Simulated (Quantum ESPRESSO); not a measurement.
# Ti3Ag2ZnPd2: one run as intended and one with a planted mistake

Simulated, not a measurement. The program is pw.x of Quantum ESPRESSO 7.5 (plane-wave density functional theory). The cell is made up: eight metal atoms on a hexagonal close-packed lattice, with elements, volume, strain and displacements drawn at random and not relaxed, so it may be unstable or far from any real phase. PseudoDojo standard norm-conserving files set the functional (PBE unless stated); there is no spin polarisation or spin-orbit coupling, the Fermi-Dirac width of 0.25 eV means electrons at about 2900 K, and the masses in the input are unused placeholders. A spin test at this wide smearing found no moment, but such smearing suppresses magnetism that the real alloy may have.

Intended input:

```
&control calculation='scf', pseudo_dir='./dojo.nc.sr.pbe.v0_5.standard.upf', outdir='./o', disk_io='minimal', tprnfor=.true., tstress=.true. /
&system ibrav=0, nat=8, ntyp=4, nbnd=79, ecutwfc=84.00895049, nosym=.true., tot_charge=0,
 occupations='smearing', smearing='fd', degauss=0.0183746611
/
&electrons conv_thr=1.470e-08, electron_maxstep=70, mixing_beta=0.5 /
ATOMIC_SPECIES
Ag 1.0 Ag.upf
Pd 1.0 Pd.upf
Ti 1.0 Ti.upf
Zn 1.0 Zn.upf
CELL_PARAMETERS angstrom
2.877 0.0528 4.5568
2.9152 0.0101 -4.5812
-2.8416 4.8613 0.0358
ATOMIC_POSITIONS angstrom
Ti 0.0119 0.0582 0.0654
Ag -1.4709 2.4087 0.0997
Zn 2.9253 1.6153 -2.1753
Pd 1.4164 4.1452 -2.227
Ti 2.9264 0.0263 0.0526
Ag 1.4223 2.4872 -0.0709
Pd 2.8519 1.8043 2.243
Ti 1.4732 4.1338 2.4125
K_POINTS automatic
5 5 5 1 1 1
```

The log is shortened where brackets say so; the opening notice, blank lines, dates and the lines on written files are dropped, and the path of the files is cut. It prints rydbergs, bohrs and kilobars, and counts compression as positive stress. Its total energy is the free energy E - TS of the whole cell.

Log of the intended run:

```
     Program PWSCF v.7.5
     Parallel version (MPI & OpenMP), running on       4 processor cores
     Number of MPI processes:                 4
     Threads/MPI process:                     1
     [start-up lines left out]
     bravais-lattice index     =            0
     lattice parameter (alat)  =      10.1843  a.u.
     unit-cell volume          =     873.6635 (a.u.)^3
     number of atoms/cell      =            8
     number of atomic types    =            4
     number of electrons       =       130.00
     number of Kohn-Sham states=           79
     kinetic-energy cutoff     =      84.0090  Ry
     charge density cutoff     =     336.0358  Ry
     scf convergence threshold =      1.5E-08
     mixing beta               =       0.5000
     number of iterations used =            8  plain     mixing
     Exchange-correlation= PBE
                           (   1   4   3   4   0   0   0)
     [axes and pseudopotential details left out]
   Cartesian axes
     site n.     atom                  positions (alat units)
         1        Ti     tau(   1) = (   0.0022081   0.0107992   0.0121352  )
         2        Ag     tau(   2) = (  -0.2729307   0.4469428   0.0184997  )
         3        Zn     tau(   3) = (   0.5427997   0.2997246  -0.4036346  )
         4        Pd     tau(   4) = (   0.2628180   0.7691565  -0.4132277  )
         5        Ti     tau(   5) = (   0.5430039   0.0048801   0.0097601  )
         6        Ag     tau(   6) = (   0.2639128   0.4615087  -0.0131557  )
         7        Pd     tau(   7) = (   0.5291801   0.3347942   0.4161966  )
         8        Ti     tau(   8) = (   0.2733575   0.7670412   0.4476479  )
     number of k points=    63  Fermi-Dirac smearing, width (Ry)=  0.0184
                       cart. coord. in units 2pi/alat
        k(    1) = (   0.1837164   0.2182514  -0.0002518), wk =   0.0320000
        k(    2) = (   0.1813193   0.4385797  -0.0012914), wk =   0.0320000
     [further k points left out]
     Dense  grid:    90837 G-vectors     FFT dimensions: (  60,  60,  64)
     Estimated max dynamical RAM per process >     381.64 MB
     Estimated total dynamical RAM >       1.43 GB
     Initial potential from superposition of free atoms
     starting charge     129.9938, renormalised to     130.0000
     Starting wfcs are   78 randomized atomic wfcs +    1 random wfcs
     total cpu time spent up to now is        6.5 secs
     per-process dynamical memory:   315.9 Mb
     Self-consistent Calculation
     iteration #  1     ecut=    84.01 Ry     beta= 0.50
     Davidson diagonalization with overlap
     ethr =  1.00E-02,  avg # of iterations =  3.0
     total cpu time spent up to now is       22.7 secs
     total energy              =   -1921.44046750 Ry
     estimated scf accuracy    <      22.86512138 Ry
     iteration #  2     ecut=    84.01 Ry     beta= 0.50
     Davidson diagonalization with overlap
     ethr =  1.00E-02,  avg # of iterations =  3.3
     total cpu time spent up to now is       44.3 secs
     total energy              =   -1935.91750006 Ry
     estimated scf accuracy    <      50.50039785 Ry
     [iterations 3 to 16 left out]
     iteration # 17     ecut=    84.01 Ry     beta= 0.50
     Davidson diagonalization with overlap
     ethr =  1.57E-10,  avg # of iterations =  2.0
     total cpu time spent up to now is      251.1 secs
     total energy              =   -1936.37529917 Ry
     estimated scf accuracy    <       0.00000006 Ry
     iteration # 18     ecut=    84.01 Ry     beta= 0.50
     Davidson diagonalization with overlap
     ethr =  4.86E-11,  avg # of iterations =  1.2
     total cpu time spent up to now is      262.8 secs
     End of self-consistent calculation
     [lines on levels left out]
!    total energy              =   -1936.37529916 Ry
     estimated scf accuracy    <       0.00000001 Ry
     smearing contrib. (-TS)   =      -0.12662153 Ry
     internal energy E=F+TS    =   -1936.24867764 Ry
     The total energy is F=E-TS. E is the sum of the following terms:
     one-electron contribution =    -859.23201186 Ry
     hartree contribution      =     492.47961945 Ry
     xc contribution           =    -274.62407757 Ry
     ewald contribution        =   -1294.87220765 Ry
     convergence has been achieved in  18 iterations
     Forces acting on atoms (cartesian axes, Ry/au):
     atom    1 type  3   force =    -0.00309452   -0.00677367   -0.01186236
     atom    2 type  1   force =     0.01240048    0.00635969   -0.00450446
     atom    3 type  4   force =    -0.00217449    0.01370648   -0.01345883
     atom    4 type  2   force =     0.02092464    0.01715701   -0.00842592
     atom    5 type  3   force =    -0.01126685    0.00205667    0.01783536
     atom    6 type  1   force =     0.00636264   -0.00723933    0.01929346
     atom    7 type  2   force =    -0.01562029   -0.03148816    0.01464073
     atom    8 type  3   force =    -0.00753162    0.00622131   -0.01351798
     Total force =     0.065039     Total SCF correction =     0.000281
     Computing stress (Cartesian axis) and pressure
          total   stress  (Ry/bohr**3)                   (kbar)     P=       25.06
   0.00001367  -0.00002939  -0.00000997            2.01       -4.32       -1.47
  -0.00002939   0.00025222  -0.00006608           -4.32       37.10       -9.72
  -0.00000997  -0.00006608   0.00024526           -1.47       -9.72       36.08
     init_run     :      6.09s CPU      6.40s WALL (       1 calls)
     electrons    :    249.77s CPU    256.30s WALL (       1 calls)
     forces       :      1.87s CPU      1.88s WALL (       1 calls)
     stress       :      6.44s CPU      6.45s WALL (       1 calls)
     [timing details left out]
     PWSCF        :   4m24.29s CPU   4m31.21s WALL
     JOB DONE.
```

A second run has one planted mistake: one coordinate of one atom is wrong. The input lines that differ:

```
- Ti 1.4732 4.1338 2.4125
+ Ti 1.4732 4.2738 2.4125
```

Its log:

```
     Program PWSCF v.7.5
     Parallel version (MPI & OpenMP), running on       4 processor cores
     Number of MPI processes:                 4
     Threads/MPI process:                     1
     [start-up lines left out]
     bravais-lattice index     =            0
     lattice parameter (alat)  =      10.1843  a.u.
     unit-cell volume          =     873.6635 (a.u.)^3
     number of atoms/cell      =            8
     number of atomic types    =            4
     number of electrons       =       130.00
     number of Kohn-Sham states=           79
     kinetic-energy cutoff     =      84.0090  Ry
     charge density cutoff     =     336.0358  Ry
     scf convergence threshold =      1.5E-08
     mixing beta               =       0.5000
     number of iterations used =            8  plain     mixing
     Exchange-correlation= PBE
                           (   1   4   3   4   0   0   0)
     [axes and pseudopotential details left out]
   Cartesian axes
     site n.     atom                  positions (alat units)
         1        Ti     tau(   1) = (   0.0022081   0.0107992   0.0121352  )
         2        Ag     tau(   2) = (  -0.2729307   0.4469428   0.0184997  )
         3        Zn     tau(   3) = (   0.5427997   0.2997246  -0.4036346  )
         4        Pd     tau(   4) = (   0.2628180   0.7691565  -0.4132277  )
         5        Ti     tau(   5) = (   0.5430039   0.0048801   0.0097601  )
         6        Ag     tau(   6) = (   0.2639128   0.4615087  -0.0131557  )
         7        Pd     tau(   7) = (   0.5291801   0.3347942   0.4161966  )
         8        Ti     tau(   8) = (   0.2733575   0.7930187   0.4476479  )
     number of k points=    63  Fermi-Dirac smearing, width (Ry)=  0.0184
                       cart. coord. in units 2pi/alat
        k(    1) = (   0.1837164   0.2182514  -0.0002518), wk =   0.0320000
        k(    2) = (   0.1813193   0.4385797  -0.0012914), wk =   0.0320000
     [further k points left out]
     Dense  grid:    90837 G-vectors     FFT dimensions: (  60,  60,  64)
     Estimated max dynamical RAM per process >     381.64 MB
     Estimated total dynamical RAM >       1.43 GB
     Initial potential from superposition of free atoms
     starting charge     129.9938, renormalised to     130.0000
     Starting wfcs are   78 randomized atomic wfcs +    1 random wfcs
     total cpu time spent up to now is        5.6 secs
     per-process dynamical memory:   308.1 Mb
     Self-consistent Calculation
     iteration #  1     ecut=    84.01 Ry     beta= 0.50
     Davidson diagonalization with overlap
     ethr =  1.00E-02,  avg # of iterations =  3.0
     total cpu time spent up to now is       20.7 secs
     total energy              =   -1920.93727822 Ry
     estimated scf accuracy    <      23.60827770 Ry
     iteration #  2     ecut=    84.01 Ry     beta= 0.50
     Davidson diagonalization with overlap
     ethr =  1.00E-02,  avg # of iterations =  3.5
     total cpu time spent up to now is       40.4 secs
     total energy              =   -1935.94621093 Ry
     estimated scf accuracy    <      52.03427407 Ry
     [iterations 3 to 16 left out]
     iteration # 17     ecut=    84.01 Ry     beta= 0.50
     Davidson diagonalization with overlap
     ethr =  3.12E-10,  avg # of iterations =  2.0
     total cpu time spent up to now is      265.2 secs
     total energy              =   -1936.37374752 Ry
     estimated scf accuracy    <       0.00000014 Ry
     iteration # 18     ecut=    84.01 Ry     beta= 0.50
     Davidson diagonalization with overlap
     ethr =  1.06E-10,  avg # of iterations =  1.2
     total cpu time spent up to now is      278.1 secs
     End of self-consistent calculation
     [lines on levels left out]
!    total energy              =   -1936.37374753 Ry
     estimated scf accuracy    <          8.3E-09 Ry
     smearing contrib. (-TS)   =      -0.12573425 Ry
     internal energy E=F+TS    =   -1936.24801328 Ry
     The total energy is F=E-TS. E is the sum of the following terms:
     one-electron contribution =    -858.50255295 Ry
     hartree contribution      =     492.14715525 Ry
     xc contribution           =    -274.63703727 Ry
     ewald contribution        =   -1295.25557831 Ry
     convergence has been achieved in  18 iterations
     Forces acting on atoms (cartesian axes, Ry/au):
     atom    1 type  3   force =    -0.00421457   -0.00679765   -0.01085571
     atom    2 type  1   force =     0.01265214    0.00994863   -0.00876511
     atom    3 type  4   force =     0.00676698    0.02691573   -0.01329253
     atom    4 type  2   force =     0.02142777    0.01608954   -0.00844962
     atom    5 type  3   force =    -0.01183706    0.00147443    0.01741283
     atom    6 type  1   force =     0.00636568   -0.00581139    0.02070898
     atom    7 type  2   force =    -0.01955819   -0.02401162    0.01429855
     atom    8 type  3   force =    -0.01160276   -0.01780768   -0.01105738
     Total force =     0.070287     Total SCF correction =     0.000303
     Computing stress (Cartesian axis) and pressure
          total   stress  (Ry/bohr**3)                   (kbar)     P=       25.02
   0.00005721  -0.00001684  -0.00000897            8.42       -2.48       -1.32
  -0.00001684   0.00023356  -0.00005803           -2.48       34.36       -8.54
  -0.00000897  -0.00005803   0.00021956           -1.32       -8.54       32.30
     init_run     :      5.19s CPU      5.48s WALL (       1 calls)
     electrons    :    263.47s CPU    272.52s WALL (       1 calls)
     forces       :      2.05s CPU      2.05s WALL (       1 calls)
     stress       :      6.84s CPU      6.92s WALL (       1 calls)
     [timing details left out]
     PWSCF        :   4m37.71s CPU   4m47.16s WALL
     JOB DONE.
```

|  | intended run | run with the mistake |
| --- | --- | --- |
| free energy (eV) | -26345.728 | -26345.707 |
| entropy term -TS, part of it (eV) | -1.723 | -1.711 |
| pressure (GPa) | 2.51 | 2.50 |
| size of the largest force component (eV/Å) | 0.810 | 0.692 |
| largest change of a force component (eV/Å) |  | 0.618 |
| iterations | 18 | 18 |

For scale, a rerun of the intended cell at a higher cutoff and on a denser mesh moved values by no more than 0.004 eV in energy, 0.03 GPa in stress and 0.003 eV/Å in force, and a second program with other atomic files agreed on that cell to 2 % rms in force and 0.5 GPa in pressure.